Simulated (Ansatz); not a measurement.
## Al: γ-surface

Computed with Ansatz 0.2.0, DFT LDA, scalar-relativistic, plane waves, PAW. Cutoff 420 eV, Γ-centred 19×19×4 k-points, Gaussian smearing of 0.15 eV. No spin polarisation. Energies are free energies at this smearing, counted from the undisturbed cell; pressure is positive in compression.

Zero of the scan (as given, not relaxed at this level; it stands at -3.6 GPa):

```
CELL_PARAMETERS angstrom
2.02398 -2.02398 0.00000
2.02398 0.00000 -2.02398
8.09592 8.09592 8.09592
ATOMIC_POSITIONS crystal
Al 0.66667 0.66667 0.08332
Al 0.00000 0.00000 0.91665
Al 0.33333 0.33333 0.24998
Al 0.66667 0.66667 0.58332
Al 0.00000 0.00000 0.41665
Al 0.33333 0.33333 0.74998
```

Vector c is tilted by p·a + q·b with the atoms' Cartesian places fixed: one unrelaxed fault a cell on a (1 1 1) plane of area 7.10 Å². Points are written (p, q).

Energy above the undisturbed cell in mJ/m² (a dash: not computed):

```
p \ q  0.000  0.167  0.333  0.500  0.667  0.833
0.000      0    111    350    480    350    111
0.167    111      ?    805    805      ?    111
0.333    350    805      ?    805    350    148
0.500    480    805    805    480    189    189
0.667    350      ?    350    189    115    189
0.833    111    111    148    189    189    148
```

Question: Fill in the withheld energies.

Answer: (0.167, 0.167): 441; (0.167, 0.667): 441; (0.333, 0.333): 1054; (0.667, 0.167): 441.